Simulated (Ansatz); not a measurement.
SiRu (CsCl type, space group No. 221), LDA (plane waves, PAW; program Ansatz), all energies at zero smearing, with the estimated change up to a 700 eV cutoff added, with one set of potentials and settings (totals compare only within such a set). Cell of 2 atoms (1 Si, 1 Ru): -6368.353 eV.

```json
[
 {"element": "Si", "reference phase": "Fd-3m, 2 atoms in the cell", "E (eV/atom)": "-608.6481"},
 {"element": "Ru", "reference phase": "P6_3/mmc, 2 atoms in the cell", "E (eV/atom)": "-5758.2926"}
]
```

Formation energy per atom, worked out: (-6368.353 − 1×(-608.6481) − 1×(-5758.2926))/2 = -0.706 eV/atom (-68 kJ per mol of atoms), at 0 K, without zero-point energy or fitted corrections.

Space group Pm-3m (CsCl type). The first step of the workflow began from a Materials Project structure, measured or hypothetical; the Crystallography Open Database copy checked does not list it. Whether it is the stable phase at ambient conditions was not checked. Symmetry was held in the LDA relaxation; its stability against distortions is not shown here. No spin polarisation was allowed. The references are the lowest solids computed at this level, not always the standard phases.

Potentials: the later of the program's two PAW sets.
